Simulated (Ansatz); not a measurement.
Relaxed-ion elastic tensor of SnSb (CsCl type, Pm-3m) in GPa (Voigt order), PBEsol in the plane-wave PAW code Ansatz; density 7.66 g/cm³, 26.05 Å³ per atom.

```
      1     2     3     4     5     6
-  ----  ----  ----  ----  ----  ----
1  73.7  54.4  54.4   0.0   0.0   0.0
2  54.4  73.7  54.4   0.0   0.0   0.0
3  54.4  54.4  73.7   0.0   0.0   0.0
4   0.0   0.0   0.0  27.1   0.0   0.0
5   0.0   0.0   0.0   0.0  27.1   0.0
6   0.0   0.0   0.0   0.0   0.0  27.1
```

Problem. Is the crystal mechanically stable?

Solution. Yes: the smallest eigenvalue of C is 19.4 GPa.

Problem. Work out the Voigt, Reuss and Hill averages.

Solution. K_V = 60.8, K_R = 60.8, K_H = 60.8; G_V = 20.1, G_R = 15.8, G_H = 18.0 GPa.

Problem. Give Young's modulus, Poisson's ratio, Pugh's ratio and the universal anisotropy index.

Solution. E = 9KG/(3K + G) = 49.0 GPa; ν = 0.37; K/G = 3.39 (ductile by the Pugh limit of 1.75); A_U = 5G_V/G_R + K_V/K_R − 6 = 1.39.

Problem. Estimate the sound speeds and the Debye temperature.

Solution. v_l = √((K + 4G/3)/ρ) = 3330 m/s, v_t = √(G/ρ) = 1530 m/s, mean 1720 m/s; Θ = (h/k)(3n/4πV)^(1/3) v_m = 173 K.

Problem. Give the Zener ratio and Young's modulus along [100], [110] and [111].

Solution. A = 2C44/(C11 − C12) = 2.80; 1/E = S11 − 2(S11 − S12 − S44/2)Γ with Γ = 0, 1/4, 1/3 gives 27.6, 50.9, 70.9 GPa.

Problem. Solve the Christoffel equation for the three sound speeds along [100], [110], [111].

Solution. Eigenvalues of C_ijkl n_j n_l equal ρv². In km/s, slowest first: [100] 1.88, 1.88, 3.10; [110] 1.12, 1.88, 3.45; [111] 1.42, 1.42, 3.56.

The first step of the workflow began from a Materials Project structure, measured or hypothetical; the Crystallography Open Database copy checked does not list it. COD files the formula under space group No. 166, 225, so this cell is another polymorph or a model. Its standing as an ambient phase is unchecked. The PBEsol relaxation kept the symmetry of its start; of distortions, only those at the zone centre were tested. As this level gives no gap, shear constants depend on the k-mesh and smearing (Fermi–Dirac, 0.1 eV here). Scalar-relativistic: spin–orbit coupling is off unless named, which matters more the heavier the elements.

Potentials: the later of the program's two PAW sets.
